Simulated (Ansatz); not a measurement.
Consider the following.

Mo:
```cif
data_Mo2
_chemical_formula_sum 'Mo2'
_space_group_name_H-M_alt 'Im-3m'
_space_group_IT_number 229
_space_group_name_Hall '-I 4 2 3'
_cell_length_a 3.12945
_cell_length_b 3.12945
_cell_length_c 3.12945
_cell_angle_alpha 90.000
_cell_angle_beta 90.000
_cell_angle_gamma 90.000
loop_
_atom_site_label
_atom_site_type_symbol
_atom_site_symmetry_multiplicity
_atom_site_Wyckoff_symbol
_atom_site_fract_x
_atom_site_fract_y
_atom_site_fract_z
_atom_site_occupancy
Mo1 Mo 2 a 0.00000 0.00000 0.00000 1
```
(The calculation used a cell of 1 atom; values per cell refer to that cell.)

This is the PBEsol-relaxed structure.

Question: All from DFT-PBEsol in the program Ansatz with PAW potentials, unless another level is named. Estimate the density of states at the Fermi level.

Answer: 0.59 states/eV per atom (mean over ±0.08 eV).

Question: What about the gap with spin–orbit coupling?

Answer: none (metallic).

Symmetry was held in the PBEsol relaxation. No spin polarisation was allowed. Spin–orbit coupling is left out wherever it is not named.

Potentials: the earlier of the program's two PAW sets.
